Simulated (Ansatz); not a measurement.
CoPtRh:
```cif
data_CoPtRh
_chemical_formula_sum 'Co1 Pt1 Rh1'
_space_group_name_H-M_alt 'P3m1'
_space_group_IT_number 156
_space_group_name_Hall 'P 3 -2"'
_cell_length_a 2.68774
_cell_length_b 2.68774
_cell_length_c 6.54155
_cell_angle_alpha 90.000
_cell_angle_beta 90.000
_cell_angle_gamma 120.000
loop_
_atom_site_label
_atom_site_type_symbol
_atom_site_symmetry_multiplicity
_atom_site_Wyckoff_symbol
_atom_site_fract_x
_atom_site_fract_y
_atom_site_fract_z
_atom_site_occupancy
Co1 Co 1 a 0.00000 0.00000 0.99351 1
Pt1 Pt 1 b 0.33333 0.66667 0.32094 1
Rh1 Rh 1 c 0.66667 0.33333 0.68556 1
```
The run is spin-polarised.

Relaxed at zero pressure with DFT-r²SCAN in the program Ansatz with PAW potentials.

Problem. The volume is lowered by 6 % and shape and atoms relax at that volume. What pressure results, and how do the axes share the change?

Solution. 17.4 GPa; a -1.9 %, b -1.9 %, c -2.3 %; the energy rises by 42 meV/atom.

Problem. Give the new structure.

Solution. 
Space group P3m1 (No. 156); a = 2.636 Å, b = 2.636 Å, c = 6.391 Å, α = 90.00°, β = 90.00°, γ = 120.00°

```
atom  site  symmetry       x       y       z
----  ----  --------  ------  ------  ------
Co      1a       3m.  0.0000  0.0000  0.9940
Pt      1b       3m.  0.3333  0.6667  0.3216
Rh      1c       3m.  0.6667  0.3333  0.6844
```

The phase is kept; no other phase was compared at this pressure.

The start of the workflow was typed in or built on a structure type; neither database checked (COD, Materials Project) lists it. Its standing as an ambient phase is unchecked. The cell was relaxed with r²SCAN under the symmetry of its start; whether a distortion lowers the energy is not shown. Spin order of the final state: ferromagnetic, chosen from 3 collinear starts compared on coarse meshes (ties went to the first, and starts can fall back to one state), not a proven ground state. Other orbital occupations within this spin state were not tried. Axis ratios of metals converge slowly with the k-mesh, so a and c are less sure than the volume. Spin–orbit coupling is left out wherever it is not named.

Potentials: the later of the program's two PAW sets.
